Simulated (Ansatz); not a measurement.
Rh (fcc (Cu type), Fm-3m) at seven volumes, r²SCAN (plane waves, PAW; program Ansatz), scaled uniformly. One row is withheld.

| V (Å³/atom) | P (GPa) |
|---|---|
| 12.483 | ? |
| 12.895 | 20.50 |
| 13.306 | 9.31 |
| 13.718 | 0.00 |
| 14.129 | -7.74 |
| 14.541 | -14.15 |
| 14.952 | -19.45 |

Fit the shown pressures and predict the withheld one.

P = (3/2)B₀(x^(7/2) − x^(5/2))[1 + (3/4)(B′ − 4)(x − 1)] with x = (V₀/V)^(2/3). Least squares on the six rows gives V₀ = 13.718 Å³/atom, B₀ = 282 GPa, B′ = 5.20. At V = 12.483, x = 1.0649 and P = 34.01 GPa. The run itself gave 33.93 GPa.

The cell was relaxed with r²SCAN under the symmetry of its start. The run is not spin-polarised.

Potentials: the earlier of the program's two PAW sets.
